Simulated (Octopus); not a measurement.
MoP (P-6m2, No. 187): Octopus summary

MoP (P-6m2, No. 187):
```xyz
2
Lattice="3.2348 0.0000 0.0000 -1.6174 2.8014 0.0000 0.0000 0.0000 3.1823" Properties=species:S:1:pos:R:3 pbc="T T T"
Mo     0.0000     0.0000     0.0000
P      0.0000     1.8676     1.5911
```
The cell is a database entry, not relaxed again.

All numbers are Octopus results at the level LDA (grid spacing about 0.16 Å, Γ-centred 12×12×10 k-mesh, Fermi-Dirac smearing of 0.1 eV, no spin polarisation; PseudoDojo 0.4 LDA potentials), not measurements.

Question: What band gap does LDA give on the standard high-symmetry path?

Answer: none: the cell holds an odd number of electrons, so a band is partly filled.
